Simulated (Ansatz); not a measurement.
# Co vacancy in LaCoSi3, calculated

Computed with the plane-wave PAW code Ansatz (scalar-relativistic, PAW set soft_2): r2SCAN, no spin polarisation, 500 eV cutoff, k-mesh 4×4×2 shifted by half a step.

The relaxed host crystal (no gap at this level of theory):

```
Co La Si
1.0
    -2.08375    2.08375    4.82101
     2.08375   -2.08375    4.82101
     2.08375    2.08375   -4.82101
Co La Si
1 1 3
Direct
  0.66208 0.66208 0.00000
  0.00484 0.00484 0.00000
  0.42544 0.42544 0.00000
  0.26132 0.76132 0.50000
  0.76132 0.26132 0.50000
```

Supercell of 20 atoms, rows of the matrix [[-1,1,0],[-1,-1,-2],[-1,-1,0]] times the cell vectors; Co vacancy at (0.662, 0.662, 0.000) in fractions of the cell above. Atoms are relaxed at the host's cell. The cell loses 1 of its 4 Co, so this is a heavily defective crystal.

Task: How does the lattice relax around the defect?

Result: Distances from the empty Co site (Å), by shell of the perfect crystal:

```
shell  perfect crystal    relaxed, charge 0
 5 Si             2.29  2.40 (2.39 to 2.42)
```

```json
{"charge": "0", "gap of the cell on the mesh (eV)": "0.00"}
```

Formation energy of the neutral defect: 2.56 eV, taking atoms from and to the elements' standard states (no corrections for gases), so it belongs to those chemical potentials alone.

Caveats: a metal with Cr, Mn, Fe, Co or Ni was run without spin, and may be magnetic; small supercell, so energies and levels can be off by tenths of an eV; the atoms kept the symmetry of the start, so a distorted state could lie lower.
